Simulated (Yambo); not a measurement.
G0W0@PBEsol for HgO (space group P3_121, No. 152) in Yambo (3×3×1 mesh, 7 Ry block, plasmon pole, screening fixed), without a terminator:

```
bands N in G  gap Γ → Γ (eV)  shift of the valence edge (eV)
------------  --------------  ------------------------------
152                    2.645                           0.345
228                    2.601                           0.108
330                    2.599                          -0.071
```

Q: Extrapolate both columns to infinite N with E(N) = E∞ + A/N, test the form, and compare with the terminator.

A: From two points, E∞ = (N2 E2 − N1 E1)/(N2 − N1). The two largest N give 2.59 eV for the gap and -0.47 eV for the shift; the two smallest give 2.51 eV and -0.37 eV. For the gap the slopes A are 20 and 1.5 eV: the form isn't reached, and its limit is uncertain. For the shift the slopes A are 110 and 130 eV: the form isn't reached, and its limit is uncertain. With the Bruneval-Gonze terminator and 330 bands the run gives 2.56 eV and -0.30 eV, 0.04 eV and 0.17 eV from the extrapolated values: the terminator too is an estimate of the remainder. Block, mesh and the bands in W are held fixed.

Spin-orbit coupling is included.

Geometry relaxed with PBE+D3(BJ); primitive cell a = 3.651 Å, b = 3.651 Å, c = 8.829 Å, α = 90.00°, β = 90.00°, γ = 120.00°.

The structure is a Materials Project entry; no match was found in the copy of COD used, and its stability was not checked.

A shift is the quasiparticle energy of the state minus its PBEsol energy.
